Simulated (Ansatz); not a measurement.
Method: Ansatz 0.2.0, DFT PBE, scalar-relativistic, plane waves, PAW. Settings: cutoff 420 eV, Γ-centred meshes spaced at most about 0.3 Å⁻¹, and about 0.25 Å⁻¹ or finer for metals (2π included), Gaussian smearing. No spin polarisation in the final relaxations.

Temperature and zero-point effects are left out.

Compare these two cells of Mg2Ge3N, each relaxed at this level.

A. Space group P-4m2 (No. 115), tetragonal, a = 3.335 Å, c = 9.090 Å. Around Mg lie 2 Ge at 2.64 Å, 2 N at 2.64 Å, 4 Ge at 2.98 Å, 1 Ge at 3.18 Å and 4 Mg at 3.34 Å; Ge on a site of symmetry -4m2 has 4 N at 2.36 Å and 4 Mg at 2.64 Å; Ge on a site of symmetry 2mm is surrounded by 4 Ge at 2.72 Å, 4 Mg at 2.98 Å, 1 Mg at 3.18 Å and 4 Ge at 3.34 Å; N is surrounded by 4 Ge at 2.36 Å and 4 Mg at 2.64 Å.

B. Space group P-3m1 (No. 164), trigonal, a = 3.123 Å, c = 12.133 Å. Mg has 6 Ge at 2.95–2.98 Å and 6 Mg at 3.12 Å; Ge on a site of symmetry 3m has 3 N at 2.25 Å and 3 Mg at 2.98 Å; Ge on a site of symmetry -3m has 6 Mg at 2.95 Å and 6 Ge at 3.12 Å; N is surrounded by 6 Ge at 2.25 Å.

Question: Which is lower in energy, and by how much?

Answer: B is lower, by 27 meV/atom. A has space group P-4m2 (No. 115), 16.8 Å³/atom and no gap on its mesh; B has space group P-3m1 (No. 164), 17.1 Å³/atom and no gap. Counting Ge or N atoms around Mg (for each partner element, those within 1.25 times its shortest distance or 1.15 times the sum of covalent radii, where it is the nearest in units of that sum or under 1.3), A has Mg 9 and B has Mg 6. Even the lower one lies +0.26 eV/atom against the reference forms of the elements (uncorrected), so neither is stable at this level. Both come from invented guesses.

Cells relaxed within their symmetry can be saddle points.
